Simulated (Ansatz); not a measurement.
Al₂GaN₃:
```cif
data_Al8Ga4N12
_chemical_formula_sum 'Al8 Ga4 N12'
_space_group_name_H-M_alt 'Cm'
_space_group_IT_number 8
_space_group_name_Hall 'C -2y'
_cell_length_a 11.48643
_cell_length_b 3.13586
_cell_length_c 7.42167
_cell_angle_alpha 90.000
_cell_angle_beta 104.793
_cell_angle_gamma 90.000
loop_
_atom_site_label
_atom_site_type_symbol
_atom_site_symmetry_multiplicity
_atom_site_Wyckoff_symbol
_atom_site_fract_x
_atom_site_fract_y
_atom_site_fract_z
_atom_site_occupancy
Al1 Al 2 a 0.44420 0.50000 0.38923 1
Al2 Al 2 a 0.38892 0.50000 0.77670 1
Al3 Al 2 a 0.22312 0.00000 0.44452 1
Al4 Al 2 a 0.05404 0.50000 0.11303 1
Ga1 Ga 2 a 0.27707 0.00000 0.05760 1
Ga2 Ga 2 a 0.10964 0.50000 0.72180 1
N1 N 2 a 0.14760 0.00000 0.18500 1
N2 N 2 a 0.48163 0.00000 0.85246 1
N3 N 2 a 0.31831 0.50000 0.51505 1
N4 N 2 a 0.26439 0.50000 0.90172 1
N5 N 2 a 0.09528 0.00000 0.56472 1
N6 N 2 a 0.43099 0.00000 0.24297 1
```
(The calculation used a cell of 12 atoms; values per cell refer to that cell.)

Relaxed with PBEsol. DFT-PBEsol in the program Ansatz with PAW potentials gives a gap of 3.26 eV.

**Question.** What gap does HSE06 give on the same cell (Ansatz, PAW)?

**Answer.** 4.66 eV, 1.40 eV more. The hybrid was solved on a coarser mesh and at special points; its gap is the smallest among all of these.

| k | v1 PBEsol | c1 PBEsol | v1 HSE06 | c1 HSE06 |
|---|---|---|---|---|
| Γ | 0.00 | 3.26 | 0.00 | 4.66 |
| Y2 | -0.37 | 5.24 | … | … |
| A | -0.11 | 4.62 | … | … |
| M2 | -0.20 | 5.08 | -0.21 | 6.60 |
| V2 | -1.27 | 4.71 | -1.35 | 6.15 |
| L2 | -0.76 | 5.28 | … | … |
| C | -1.03 | 4.77 | … | … |
| D | -1.13 | 5.10 | -1.21 | 6.53 |

**Question.** Top valence (v1) and lowest conduction level (c1) in eV from each method's valence maximum (which need not be a listed point): supply the withheld HSE06 values.

**Answer.** 
- Y2, v1 HSE06: -0.38
- Y2, c1 HSE06: 6.72
- A, v1 HSE06: -0.12
- A, c1 HSE06: 6.06
- C, v1 HSE06: -1.11
- C, c1 HSE06: 6.20
- L2, v1 HSE06: -0.83
- L2, c1 HSE06: 6.74

Cost on shared cores: the PBEsol run (SCF on a 9×9×4 mesh, then bands and DOS) very roughly 5 core-minutes, the HSE06 run (SCF on 5×5×3, then a few points) around 12 core-minutes (rough); the tasks are unlike.

The first step of the workflow began from a Materials Project structure, measured or hypothetical; the Crystallography Open Database copy checked does not list it. With Al and Ga taken as one species the cell has the higher symmetry P6_3mc, so it may be an ordered model of a mixed-site phase. Its standing as an ambient phase is unchecked. Symmetry was held in the PBEsol relaxation; of distortions, only those at the zone centre were tested. Scalar-relativistic: spin–orbit coupling is off unless named, which matters more the heavier the elements.

Potentials: the later of the program's two PAW sets.
